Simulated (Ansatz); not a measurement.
The calculation used DFT PBE, scalar-relativistic, plane waves, PAW (Ansatz). All cells share a 420 eV cutoff and Γ-centred k meshes spaced at most about 0.3 Å⁻¹ (about 0.25 or finer for metals, 2π included). No spin polarisation in the final relaxations.

All energies are static (0 K, no zero-point motion).

Compare these two cells of In3S2, each relaxed at this level.

A. Space group P6/mmm (No. 191), hexagonal, a = 5.476 Å, c = 10.624 Å. Around In on a site of symmetry 3m lie 1 S at 2.59 Å and 6 In at 3.16–3.17 Å; In on a site of symmetry 6mm has 1 S at 2.51 Å, 1 S at 2.80 Å and 6 In at 3.17 Å; S on a site of symmetry 6/mmm is surrounded by 2 In at 2.51 Å; around S on a site of symmetry -6m2 lie 2 In at 2.59 Å and 6 S at 3.16 Å; around S on a second site of symmetry 6/mmm lie 2 In at 2.80 Å and 6 S at 3.16 Å.

B. Space group R-3m (No. 166), trigonal, a = 8.686 Å, c = 7.306 Å. In has 2 S at 2.61 Å; around S lie 3 In at 2.61 Å.

Problem. Which would you expect to be lower, and how large is the difference?

Solution. B is lower, by 11 meV/atom. A has space group P6/mmm (No. 191), 27.6 Å³/atom and no gap on its mesh; B has space group R-3m (No. 166), 31.8 Å³/atom and no gap. Counting S atoms around In (those within 1.25 times the shortest such distance or 1.15 times the sum of covalent radii; a plus sign parts nearer from farther groups; a slash parts the counts of unlike sites), A has In 1/1+1 and B has In 2. The lower one is the more open, so pressure narrows the difference. Even the lower one lies +0.19 eV/atom against the reference forms of the elements (uncorrected), so neither is stable at this level. Both come from invented guesses. A third cell relaxed alike, in P4/mmm, lies 137 meV/atom below the lower of the two.

For metals, differences of a few meV/atom aren't resolved. In R-3m an odd number of electrons in the primitive cell allows no gap without spin; a larger cell or a magnetic state could open one. A magnetic state wasn't ruled out in cells without spin, among them P6/mmm, R-3m. Cells relaxed within their symmetry can be saddle points.
